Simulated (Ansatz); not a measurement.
Energies of structures of MoS2 at several levels, each column relative to the first row (P6₃/mmc, hP6, AFLOW prototype AB2_hP6_194_c_f (C7, as in MoS2), non-magnetic), in eV/atom. Geometries are relaxed with r2SCAN (plane waves to 500 eV, PAW, scalar-relativistic; Ansatz, a first-principles code) unless a column says relaxed; all runs are Ansatz, PAW (cutoffs: PBE, relaxed 420 eV, PBEsol, relaxed 420 eV). Columns compare only within themselves.

```csv
structure,r2SCAN,"PBE, relaxed","PBEsol, relaxed"
"P6₃/mmc, hP6, AFLOW prototype AB2_hP6_194_c_f (C7, as in MoS2), non-magnetic",0.000,0.000,0.000
"Pnnm, oP6, AFLOW prototype AB2_oP6_58_a_g (as in Fe2C), non-magnetic",+0.34,+0.35,+0.30
"Fd-3m, cF48, AFLOW prototype AB2_cF48_227_c_e (as in Ti2C), non-magnetic",+0.38,+0.38,–
"P4₂/mnm, tP6, rutile type, non-magnetic",+0.40,+0.41,+0.41
"I4₁/amd, tI12, anatase type, non-magnetic",+0.57,+0.57,–
"Fm-3m, cF12, fluorite type, ferromagnetic",+0.61,+0.68,+0.69
"Pn-3m, cP6, AFLOW prototype A2B_cP6_224_b_a (C3, as in Cu2O), non-magnetic",+0.72,+0.73,–
```

At PBE, relaxed the lowest of those computed is still P6₃/mmc, hP6, AFLOW prototype AB2_hP6_194_c_f (C7, as in MoS2), non-magnetic. At PBEsol, relaxed the lowest of those computed is still P6₃/mmc, hP6, AFLOW prototype AB2_hP6_194_c_f (C7, as in MoS2), non-magnetic. Against r2SCAN, PBE moves these energy differences by 0.00 to 0.08 eV/atom and the volumes by -1.0 % to +13.5 %. Against r2SCAN, PBEsol moves these energy differences by -0.05 to 0.09 eV/atom and the volumes by -5.8 % to -2.9 %.

Probably no minimum, since a slightly shaken restart fell lower: P4₂/mnm, tP6, rutile type, non-magnetic (by 0.08 eV/atom, to P2₁2₁2). 1 run with a doubtful electronic state, a coarser numerical grid, an end not at rest or a source that can't be used is left out. 5 generated cells of layers, chains or molecules, poorly bound without dispersion, are left out. Each run could gain symmetry but not lose that of its start, so entries can be saddle points. From databases, or of a type measured for this composition: P6₃/mmc, hP6, AFLOW prototype AB2_hP6_194_c_f (C7, as in MoS2), non-magnetic; the others are generated cells (placed on structure types, drawn at random, substituted or restacked) that were not matched to a known phase here. Each structure is listed in the lowest spin state found for it. Static energies at zero pressure. Each cell has its own k-point mesh; energy differences are given only to the digits this allows. Spin states reached: non-magnetic, ferromagnetic; non-magnetic ones ran without spin or lost their moments; spin orders were not searched systematically. Without a van der Waals term the distances between weakly bound units are poorly fixed.
